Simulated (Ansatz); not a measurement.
P (black phosphorus, space group No. 64) at seven volumes, the program Ansatz at the r²SCAN level (PAW), shape and atoms relaxed at each. One row is withheld.

| V (Å³/atom) | P (GPa) |
|---|---|
| 18.846 | 2.36 |
| 19.467 | 1.41 |
| 20.089 | ? |
| 20.710 | 0.00 |
| 21.331 | -0.44 |
| 21.953 | -0.73 |
| 22.574 | -0.90 |

### Question
Fit the shown pressures and predict the withheld one.

### Answer
P = (3/2)B₀(x^(7/2) − x^(5/2))[1 + (3/4)(B′ − 4)(x − 1)] with x = (V₀/V)^(2/3). Least squares on the six rows gives V₀ = 20.720 Å³/atom, B₀ = 16.5 GPa, B′ = 9.40. At V = 20.089, x = 1.0208 and P = 0.59 GPa. The run itself gave 0.61 GPa.

Space group Cmce (black phosphorus). Symmetry was held in the r²SCAN relaxation. A crystal of weakly bound layers computed without a dispersion correction: the cell and the soft elastic constants depend strongly on that.

Potentials: the later of the program's two PAW sets.
